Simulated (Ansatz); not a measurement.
Recipe of this trial structure of BeB₂N: random cell by space group and Wyckoff sites (C2/m, No. 12). Its size is a rough estimate.

```xyz
4
Lattice="1.9000 -1.5224 0.0000 1.9000 1.5224 0.0000 -1.1428 0.0000 5.4552" Properties=species:S:1:pos:R:3 pbc="T T T"
Be    0.0000    0.0000    0.0000
B     0.3786    0.7612    2.7276
B     0.3786   -0.7612    2.7276
N     1.3286    0.0000    2.7276
```

Level of theory: DFT PBE, scalar-relativistic, plane waves, PAW (Ansatz 0.2.0). Cutoff 420 eV, Gaussian smearing, Γ-centred meshes. Cell and atoms relax first on a coarse mesh and then on a finer one. In between, the cell is made exact in the group found at 0.06 Å. In metals the finer mesh still leaves noise of several meV/atom or more. The steps can't lower the symmetry of their start. No spin polarisation in the relaxation; trial moments died out in a coarse test.

A guess keeps its type if space group and coordination stay and the shape of the cell changes little (axis ratios within about 15 %, angles within 6°); the volume may change.

**Question.** Does this structure survive the relaxation?

**Answer.** It doesn't keep its type. The symmetry goes from C2/m (No. 12) to Cmmm (No. 65). The volume per atom shrinks by 5.3 %, from 7.9 to 7.5 Å³. The shortest distance goes from 1.22 Å (B–N) to 1.55 Å (B–B). Counting neighbours within 15 % of an atom's shortest distance, the start has B 2, Be 4, N 4 and the end B 2, Be 4, N 8. In detail, at the end Be is surrounded by 4 N at 2.04 Å; B has 2 B at 1.55 Å and 2 N at 1.97 Å; N has 4 B at 1.97 Å and 4 Be at 2.04 Å.

```
CELL_PARAMETERS angstrom
1.54675 -3.63399 0.00000
1.54675 3.63399 0.00000
0.00000 0.00000 2.65789
ATOMIC_POSITIONS crystal
Be 0.00000 0.00000 0.00000
B 0.00000 0.50000 0.50000
B 0.50000 0.00000 0.50000
N 0.50000 0.50000 0.50000
```

The last run used a 16×16×18 mesh (in the run's order of axes) for its 4-atom cell and Gaussian smearing of 0.10 eV. An odd number of electrons in the primitive cell allows no gap without spin; a larger cell or a magnetic state could open one. Symmetry constrained the relaxation, so the result can be a saddle point.
